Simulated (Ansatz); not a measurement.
GaN (zinc blende, space group No. 216), plane-wave PAW r²SCAN (Ansatz code): ε∞ = 5.50, cell volume 22.75 Å³. Infrared-active transverse modes:

| ω_TO (cm⁻¹) | oscillator strength S_xx (e²/amu) |
|---|---|
| 545.1 | 0.6123 |

Problem. Compute the static dielectric constant.

Solution. Each mode adds (4.921e7/V) S/ω²: 4.46. So ε0 = 9.95.

Problem. What LO frequency does the Lyddane–Sachs–Teller relation give?

Solution. ω_LO = ω_TO √(ε0/ε∞) = 733 cm⁻¹.

Space group F-43m (zinc blende). The cell was relaxed with r²SCAN under the symmetry of its start; phonons on a q-mesh show no instability. Spin–orbit coupling is left out wherever it is not named.

Potentials: the earlier of the program's two PAW sets.
